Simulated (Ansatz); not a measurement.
CuS in space group Cmcm (No. 63; Cu on 8f, Cu on 4c, S on 8f, S on 4c), r²SCAN in the plane-wave PAW code Ansatz, all energies at zero smearing, with the estimated change up to a 700 eV cutoff added, with one set of potentials and settings (totals compare only within such a set). Cell of 12 atoms (6 Cu, 6 S): -45225.842 eV.

```tsv
element	reference phase	E (eV/atom)
Cu	Fm-3m, 1 atoms in the cell	-6631.2549
S	P2/c, 32 atoms in the cell	-905.8150
```

Formation energy per atom, worked out: (-45225.842 − 6×(-6631.2549) − 6×(-905.8150))/12 = -0.285 eV/atom (-28 kJ per mol of atoms), at 0 K, without zero-point energy or fitted corrections.

The first step of the workflow began from a Materials Project structure, measured or hypothetical; the Crystallography Open Database files this formula in space group No. 63, but the cells were not matched. Whether it is the stable phase at ambient conditions was not checked. The cell was relaxed with r²SCAN under the symmetry of its start; whether a distortion lowers the energy is not shown. The run is not spin-polarised. The references are the lowest solids computed at this level, not always the standard phases.

Potentials: the earlier of the program's two PAW sets.
